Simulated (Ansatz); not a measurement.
Given:

GaN:
```cif
data_Ga2N2
_chemical_formula_sum 'Ga2 N2'
_space_group_name_H-M_alt 'P 1'
_space_group_IT_number 1
_cell_length_a 3.15410
_cell_length_b 3.15410
_cell_length_c 7.59892
_cell_angle_alpha 90.000
_cell_angle_beta 90.000
_cell_angle_gamma 120.000
loop_
_space_group_symop_operation_xyz
  'x, y, z'
loop_
_atom_site_label
_atom_site_type_symbol
_atom_site_fract_x
_atom_site_fract_y
_atom_site_fract_z
_atom_site_occupancy
Ga1 Ga 0.66667 0.33333 0.25000 1
Ga2 Ga 0.33333 0.66667 0.75000 1
N1 N 0.00000 0.00000 0.75000 1
N2 N 0.00000 0.00000 0.25000 1
```

This is the LDA-relaxed structure.

Task: All from plane-wave PAW LDA (Ansatz code), unless another level is named. Predict the Born charges (a third of the trace).

Result: Ga +2.34, N -2.34 e.

Task: Predict the electronic dielectric constant ε∞ (DFPT).

Result: 5.44 (xx = yy), 3.06 (zz).

Space group P6_3/mmc. The first step of the workflow began from a Materials Project structure, measured or hypothetical; the Crystallography Open Database copy checked does not list it. It is not the phase usual at ambient conditions (space group No. 186, 216). The cell was relaxed with LDA under the symmetry of its start; phonons show weakly imaginary modes. A crystal of weakly bound layers computed without a dispersion correction: the cell and the soft elastic constants depend strongly on that. Spin–orbit coupling is left out wherever it is not named.

Potentials: the earlier of the program's two PAW sets. The files were generated under PBE; for other functionals the program regenerates the frozen cores, and for LDA and PBEsol the local potential too.
